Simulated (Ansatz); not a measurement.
PbO2 (rutile, P4_2/mnm) at seven volumes, the program Ansatz at the PBE level (PAW), shape and atoms relaxed at each. One row is withheld.

```
V (Å³/atom)  P (GPa)
-----------  -------
13.486         13.21
13.931             ?
14.375          3.52
14.820          0.00
15.265         -2.87
15.709         -5.14
16.154         -6.87
```

### Question
Fit the shown pressures and predict the withheld one.

### Answer
P = (3/2)B₀(x^(7/2) − x^(5/2))[1 + (3/4)(B′ − 4)(x − 1)] with x = (V₀/V)^(2/3). Least squares on the six rows gives V₀ = 14.818 Å³/atom, B₀ = 105 GPa, B′ = 6.24. At V = 13.931, x = 1.0420 and P = 7.85 GPa. The run itself gave 7.89 GPa.

The cell was relaxed with PBE under the symmetry of its start; of distortions, only those at the zone centre were tested. Spin–orbit coupling is left out wherever it is not named.

Potentials: the later of the program's two PAW sets.
